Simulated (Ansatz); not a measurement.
# Data sheet: TiAl (DFT)

TiAl:
```
TiAl
1.0
    2.84955     0.00000     0.00000
   -1.42478     2.46779     0.00000
    0.00000     0.00000     4.61707
Ti Al
1 1
Direct
  0.00000   0.00000   0.00000
  0.33333   0.66667   0.50000
```

Space group P-6m2 (No. 187); conventional cell a = b = 2.850 Å, c = 4.617 Å, α = β = 90.00°, γ = 120.00°.

Method: PBEsol (plane waves, PAW; program Ansatz). Structure relaxed to zero pressure with the same functional. Other levels are named where they apply.

**Cell and energy**

```yaml
volume_per_atom: 16.23 Å³
density: 3.83 g/cm³
Formation energy from the elements (no fitted shifts): -242 meV/atom
```

**Electronic structure**

```yaml
electronic_character: metallic (no gap)
Density of states at the Fermi level: 1.4 states/eV per atom (mean over ±0.08 eV)
```

**Mechanics**

```yaml
Bulk modulus (Birch–Murnaghan fit): 110 GPa
Pressure derivative B′: 3.6
Elastic constants (relaxed ions, GPa): C11 = 142, C12 = 106, C13 = 68.8, C33 = 239, C44 = 74.9
mechanical_stability: stable (all eigenvalues of C positive)
hill_bulk_and_shear_moduli: 111 and 42.4 GPa
Young's modulus: 113 GPa
Poisson's ratio: 0.33
debye_temperature_from_the_elastic_constants: 439 K
```

**Phonons**

```yaml
highest_zone_centre_frequency: 341 cm⁻¹
zone_centre_stability: no imaginary mode at Γ
```

The workflow started from a Materials Project entry (that database holds measured and hypothetical structures alike); the Crystallography Open Database copy checked does not list it. With Ti and Al taken as one species the cell has the higher symmetry P6_3/mmc, so it may be an ordered model of a mixed-site phase. It is not the phase usual at ambient conditions (space group No. 123). The cell was relaxed with PBEsol under the symmetry of its start. The run is not spin-polarised. As this level gives no gap, shear constants depend on the k-mesh and smearing (Fermi–Dirac, 0.1 eV here). As this level gives no gap, phonon frequencies hold no LO–TO term and depend on the k-mesh and smearing (Fermi–Dirac, 0.1 eV here). Axis ratios of metals converge slowly with the k-mesh, so a and c are less sure than the volume. The references are the lowest solids computed at this level, not always the standard phases.

Potentials: the later of the program's two PAW sets.
